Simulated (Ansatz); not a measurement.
Values for one crystal, relaxed and computed with the program Ansatz at the r²SCAN level (PAW); other levels are named.

| Quantity | Value |
|---|---|
| Volume per atom | 22.14 Å³ |
| Band gap | 1.49 eV (indirect) |
| Valence-band maximum | at N |
| HSE06 gap on the r²SCAN cell | 1.92 eV |
| Smallest direct gap on the standard path | 1.61 eV |
| Pressure derivative B′ | 4.2 |
| Young's modulus | 129 GPa |

Problem. Which compound is it?
A. C, P6_3/mmc (C on 4f, C on 4f, C on 4e)
B. Si, I-43m (Si on 2a, Si on 8c, Si on 12d, Si on 24g)
C. N, P6_3/mmc (N on 4f)
D. B, α-B12

Solution. B, Si, I-43m (Si on 2a, Si on 8c, Si on 12d, Si on 24g)

The start of the workflow was typed in or built on a structure type; the Crystallography Open Database copy checked does not list it. It is not the phase usual at ambient conditions (space group No. 227). The r²SCAN relaxation kept the symmetry of its start; whether a distortion lowers the energy is not shown.

Potentials: the later of the program's two PAW sets.
